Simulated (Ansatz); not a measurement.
The cell is COD entry 9012723, as deposited and not checked against the literature; nothing was relaxed. The listed cell was then made from it by scaling, straining or moving an atom.

An input for Ga: DFT, LDA, all-electron LAPW, scalar-relativistic (Ansatz 0.2.0).

Command: `ansatz run input.yaml --threads 1 --pin off --max-ram 3072MiB --backend cpu --events-out ev --progress --plain --runs-dir out` The run took 44 s on 1 thread of Arm Neoverse V2 (shared host), peak memory 0.82 GiB.

```yaml
crystal:
  lattice:
    - [-1.415603832, 1.415603832, 2.247422323]
    - [1.415603832, -1.415603832, 2.247422323]
    - [1.415603832, 1.415603832, -2.247422323]
  atoms:
    - { symbol: Ga, position: [0.0, 0.0, 0.0] }
kpoints:
  mp_grid: { grid: [14, 14, 16] }
scf:
  occupations: { method: fermi_dirac, width: 0.05 }
hamiltonian:
  xc: lda
  pseudopotentials: { kind: all_electron, lapw: { basis_error: 0.00025 } }
output:
  forces: true
  stress: true
  eigenvalues: true
```

The results part of the log:

```
SCF 1 converged in 7 iterations: F = -52823.869190 eV  dr2 = 3.07e-8
SCF converged after 7 iterations
Free energy (F): -52823.869190 eV
Harris-Foulkes:  -52823.869190 eV  (|F-HF|=5.82e-10)
Internal energy: -52823.866223 eV  (E = F + TS)
E sigma→0 (E₀):  -52823.867707 eV
Entropy (-TS):   -0.002967 eV (-2.967 meV/atom)
Fermi energy:    12.160822 eV
--- Per-component energies (eV) ---
  E_band       = -757.652563
  E_kinetic    = 53840.972689
  E_xc         = -1982.023529
  E_electrostatic = -104682.815384  (all electrons and nuclei)
  E_smearing   = -0.002967  (= −TS)
  E_closure    = 0.000000  (closes the sum)
  E_atoms      = -52820.322739  (free atoms, spherical and without spin; not in F)
  Σ components = -52823.869190   (vs F -52823.869190, Δ=0.00e0)
  Basis errors (estimates in eV, not in F): energy 6.3e-5 per atom: plane waves 5.9e-5 (3.0e-5 summed), levels above the bands 1.6e-136, relativity 1.1e-9, radial functions 3.6e-6, core shells 8.1e-12; eigenvalues (radial functions only) 6.0e-6; not estimated: angular momenta, meshes, grids; target (lapw.basis_error) 2.5e-4; muffin-tin radii Ga 1.416 Å
--- Forces (eV/Å), atoms counted from 1 ---
  atom   1  Ga    -0.00000000     0.00000000    -0.00000000
  max |Σ_I F_I| component: 9.86e-32 eV/Å
--- Stress (GPa, compression-positive) ---
       -2.977018      -0.138337       0.109278
       -0.138337      -2.977018       0.109278
        0.109278       0.109278      -2.980688
  P = ⅓ Tr σ = -2.9782 GPa (-29.782 kbar)
--- Band table (eV; the first three rows and the last of 849) ---
  k-point 0: bands = ["-130.6953", "-81.9247", "-81.9091", "-81.9089", "-2.9156", "-2.7892", "-2.7890", "-2.7672", "-2.6358", "0.7490", "24.7345", "24.7454", "24.7457", "28.2370", "28.6112"]
  k-point 1: bands = ["-130.6953", "-81.9248", "-81.9093", "-81.9091", "-2.9011", "-2.7970", "-2.7829", "-2.7624", "-2.6427", "0.8979", "23.6638", "23.9177", "24.2413", "26.7454", "29.5561"]
  k-point 2: bands = ["-130.6953", "-81.9249", "-81.9099", "-81.9095", "-2.8591", "-2.8198", "-2.7646", "-2.7516", "-2.6622", "1.3471", "21.9187", "22.4060", "23.0986", "25.0278", "30.2894"]
  k-point 848: bands = ["-130.6951", "-81.9282", "-81.9103", "-81.9101", "-3.0483", "-2.9663", "-2.5733", "-2.5654", "-2.5653", "8.2368", "8.6237", "18.5575", "18.5578", "21.9123", "22.6067"]
```
